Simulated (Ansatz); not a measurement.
Here is an unrelaxed guess for LaScF2.

```
La Sc F
1.0
     4.06986    0.00000    0.00000
     0.00000    4.06986    0.00000
     0.00000    0.00000    4.08193
La Sc F
1 1 2
Direct
  0.00000 0.00000 0.00000
  0.50000 0.50000 0.00000
  0.50000 0.00000 0.50000
  0.00000 0.50000 0.50000
```

These are results of DFT PBE, scalar-relativistic, plane waves, PAW in Ansatz 0.2.0, not measurements. Settings: cutoff 420 eV, Γ-centred mesh 4×4×4 on the computed 4-atom cell, Gaussian smearing of 0.10 eV; no spin polarisation.

The zero of energy is the elements' standard structures at the same level (F₂ as a molecule); no fitted shifts are applied.

Question: Estimate its pressure, forces and energy as it stands.

Answer: The pressure is 3.1 GPa (the mean over three directions, positive in compression), the largest force is 0.00 eV/Å (symmetry fixes the atoms), and the energy is −1.59 eV/atom against the elements. The shortest distance is 2.88 Å.

Question: How much does it gain on relaxing, and where does it end?

Answer: Relaxing gains under 0.1 eV/atom (the start's value is from the coarse mesh, so the gain is rough) in 8 ionic steps and ends at −1.62 eV/atom on the finer mesh. The symmetry stays P4/mmm (No. 123). The volume per atom grows by 3.6 %, from 16.9 to 17.5 Å³. The shortest distance goes from 2.88 Å (La–Sc and F–F) to 2.87 Å (La–F and Sc–F). The ratio c/a of the conventional cell changes by a factor of 0.89. Conventional cell: a = 4.285 Å, c = 3.815 Å. Around La lie 8 F at 2.87 Å and 4 Sc at 3.03 Å; Sc has 8 F at 2.87 Å and 4 La at 3.03 Å; F is surrounded by 4 La at 2.87 Å, 4 Sc at 2.87 Å and 4 F at 3.03 Å.

The last run used a 12×12×12 mesh for its 4-atom cell and Gaussian smearing of 0.10 eV. The relaxation can't lower the symmetry of the start. Symmetry constrained the relaxation, so the result can be a saddle point. Another cell of LaScF2 relaxed alike, in P6/mmm, lies 0.65 eV/atom lower, so this cell isn't the stable form at this level.
